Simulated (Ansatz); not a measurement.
Relaxed-ion elastic tensor of B in space group Pm-3m (No. 221; B on 6f) in GPa (Voigt order), r²SCAN in the plane-wave PAW code Ansatz; density 1.51 g/cm³, 11.87 Å³ per atom.

```
 169   111   111   0.0   0.0   0.0
 111   169   111   0.0   0.0   0.0
 111   111   169   0.0   0.0   0.0
 0.0   0.0   0.0  31.1   0.0   0.0
 0.0   0.0   0.0   0.0  31.1   0.0
 0.0   0.0   0.0   0.0   0.0  31.1
```

Problem. Is the crystal mechanically stable?

Solution. Yes: the smallest eigenvalue of C is 31.1 GPa.

Problem. Work out the Voigt, Reuss and Hill averages.

Solution. K_V = 130, K_R = 130, K_H = 130; G_V = 30.4, G_R = 30.3, G_H = 30.4 GPa.

Problem. Give Young's modulus, Poisson's ratio, Pugh's ratio and the universal anisotropy index.

Solution. E = 9KG/(3K + G) = 84.5 GPa; ν = 0.39; K/G = 4.29 (ductile by the Pugh limit of 1.75); A_U = 5G_V/G_R + K_V/K_R − 6 = 0.01.

Problem. Estimate the sound speeds and the Debye temperature.

Solution. v_l = √((K + 4G/3)/ρ) = 10600 m/s, v_t = √(G/ρ) = 4480 m/s, mean 5070 m/s; Θ = (h/k)(3n/4πV)^(1/3) v_m = 661 K.

Problem. Give the Zener ratio and Young's modulus along [100], [110] and [111].

Solution. A = 2C44/(C11 − C12) = 1.07; 1/E = S11 − 2(S11 − S12 − S44/2)Γ with Γ = 0, 1/4, 1/3 gives 81.5, 85.2, 86.5 GPa.

The start of the workflow was typed in or built on a structure type; neither database checked (COD, Materials Project) lists it. It is not the phase usual at ambient conditions (space group No. 166). Symmetry was held in the r²SCAN relaxation; its stability against distortions is not shown here. As this level gives no gap, shear constants depend on the k-mesh and smearing (Fermi–Dirac, 0.1 eV here).

Potentials: the earlier of the program's two PAW sets.
